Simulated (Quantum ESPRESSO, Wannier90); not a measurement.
**Wannierisation of LiHF2 (R-3m)**

```
begin unit_cell_cart
ang
   -1.4669848801    2.5408923462    0.0000000000
   -2.9339697601    0.0000000000    0.0000000000
   -1.4669848801    0.8469641154    4.3666900000
end unit_cell_cart
begin atoms_frac
Li   0.0000000000  0.0000000000  0.0000000000
H    0.5000000000  0.5000000000  0.5000000000
F   -0.4133070000 -0.4133070000  0.2399210000
F    0.4133070000  0.4133070000 -0.2399210000
end atoms_frac
```

Structure: Materials Project mp-24199, symmetrised, not relaxed again. Not found in the COD (Crystallography Open Database) copy used; not checked further. Level: LDA, no spin polarisation, no spin-orbit coupling; pw.x of Quantum ESPRESSO at 68 Ry with PseudoDojo potentials, 10×10×10 k-points, Wannier90. Density: 12×12×12 mesh, cold smearing 0.01 Ry.

Band 3 is isolated and gives one Wannier function a cell (F3 2s 49 %, F4 2s 49 %; spread 1.71 Å²). Its on-site energy is ε = -19.181 eV relative to the valence-band maximum, and its hoppings t(R) = t(−R) to the nearer images are (images within this range that aren't listed have |t| under 5 meV):

```
R (lattice vectors; −R alike)  distance (Å)  t (eV)
-----------------------------  ------------  ------
0 1 0                                  2.93  -0.029
1 -1 0                                 2.93  -0.029
1 0 0                                  2.93  -0.029
0 0 1                                  4.68   0.034
0 1 -1                                 4.68   0.034
1 0 -1                                 4.68   0.034
```

### Question
Work out the band energy at Γ, T, H_2, H_0 from these numbers.

### Answer
For one orbital E(k) = ε + Σ_R 2 t(R) cos(2π k·R), the sum over the listed R.
- Γ, k = (0.000, 0.000, 0.000): E = -19.181 + (-0.029)·(6.00) + (0.034)·(6.00) = -19.15 eV; pw.x: -19.19 eV
- T, k = (0.000, 0.000, 0.500): E = -19.181 + (-0.029)·(6.00) + (0.034)·(-6.00) = -19.56 eV; pw.x: -19.54 eV
- H_2, k = (-0.308, -0.617, 0.192): E = -19.181 + (-0.029)·(-2.92) + (0.034)·(-0.57) = -19.12 eV; pw.x: -19.12 eV
- H_0, k = (-0.383, -0.692, -0.192): E = -19.181 + (-0.029)·(-2.92) + (0.034)·(-0.57) = -19.12 eV; pw.x: -19.12 eV

At these points the listed shells miss the plane-wave band by up to 0.04 eV, of a width of 0.51 eV on the path. With all its hoppings the model misses the band by 0.0 meV at worst on the whole path, so most of the miss comes from the hoppings not listed.
